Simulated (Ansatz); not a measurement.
Input:

HfO₂:
```xyz
12
Lattice="5.1142 0.0000 0.0000 0.0000 5.1819 0.0000 -0.8708 0.0000 5.2238" Properties=species:S:1:pos:R:3 pbc="T T T"
Hf     0.7958     2.3741     3.6998
Hf     3.4476     2.8078     1.5240
Hf     3.0122     4.9650     4.1359
Hf     1.2312     0.2169     1.0879
O      1.4390     3.8467     5.1114
O      2.8045     1.3352     0.1125
O      2.3691     1.2557     2.7244
O      1.8744     3.9262     2.4995
O      0.0587     1.7295     1.7971
O      4.1848     3.4524     3.4267
O      4.6201     4.3205     0.8148
O     -0.3767     0.8614     4.4090
```

This is the r²SCAN-relaxed structure. Cartesian axes are those of the cell as given.

Problem. All from r²SCAN in the plane-wave PAW code Ansatz, unless another level is named. Estimate the Hill bulk and shear moduli.

Solution. 206 and 103 GPa.

Problem. Predict the highest zone-centre frequency (without LO–TO term).

Solution. 770 cm^-1.

Problem. What about the elastic constants (relaxed ions, GPa)?

Solution. C11 = 346, C22 = 430, C33 = 280, C12 = 180, C13 = 96.9, C23 = 173, C44 = 96.3, C55 = 99.7, C66 = 142, C15 = 47.6, C25 = -9.2, C35 = 7.2, C46 = -10.8.

Space group P2_1/c. Symmetry was held in the r²SCAN relaxation. The run is not spin-polarised. Spin–orbit coupling is left out wherever it is not named.

Potentials: the earlier of the program's two PAW sets.
